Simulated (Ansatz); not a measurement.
# Structures of GeP₂S₄: which is lowest?

Plane-wave DFT in Ansatz with scalar-relativistic PAW potentials, cutoff 420 eV, Γ-centred meshes chosen by cell and gap, Gaussian smearing with energies taken to zero width. Every cell was relaxed (cell and atoms) in a run of its own, within the symmetry of its start. Functional: PBE.

Relaxed structures (starts from databases or built by putting these elements on another compound's sites):
A. P4/mmm, 7 atoms in the computed cell, a = 6.285 Å, c = 3.167 Å; sites (symmetry × multiplicity) Ge 4/mmm × 1, P mmm. × 2, S m.2m × 4; start: built
B. I4/mmm, 7 atoms in the computed cell, a = 5.120 Å, c = 12.692 Å; sites (symmetry × multiplicity) Ge 4/mmm × 2, P 4mm × 4, S 4mm × 4 + mmm. × 4; start: built

Rank them by energy. Could pressure change the order?

| structure | group | E − E(lowest) (meV/atom) | V (Å³/atom) | gap on mesh (eV) |
| --- | --- | --- | --- | --- |
| B | I4/mmm | 0.0 | 23.77 | 0.06 |
| A | P4/mmm | 288 | 17.87 | 0.00 |

B is lowest, 288 meV/atom under A. A is denser by 5.90 Å³/atom, so pressure favours it: ΔE/ΔV, with ΔE in eV and 1 eV/Å³ = 160.2 GPa, gives about 8 GPa for equal enthalpy if both cells were rigid, a rough figure since the two compress differently. Other structures may lie lower than all of these, and vibrations aren't counted.